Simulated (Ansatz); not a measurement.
CdS:
```
CdS
1.0
    0.00000     2.96331     2.96331
    2.96331     0.00000     2.96331
    2.96331     2.96331     0.00000
S Cd
1 1
Direct
  0.75000   0.75000   0.75000
  0.00000   0.00000   0.00000
```

PBE in the plane-wave PAW code Ansatz gives a gap of 1.04 eV without spin–orbit coupling, maximum at Γ, minimum at Γ.

Q: What happens when spin–orbit coupling is switched on?

A: The gap falls by 0.02 eV, to 1.02 eV; maximum at Γ, minimum at Γ.

Q: How large is the spin–orbit splitting of the valence top at Γ?

A: The fourfold level lies 0.05 eV above the split-off pair.

Q: Give the electron effective mass with spin–orbit coupling.

A: 0.12 mₑ (isotropic).

Space group F-43m (zinc blende). Symmetry was held in the PBE relaxation; phonons on a q-mesh show no instability.

Potentials: the later of the program's two PAW sets.
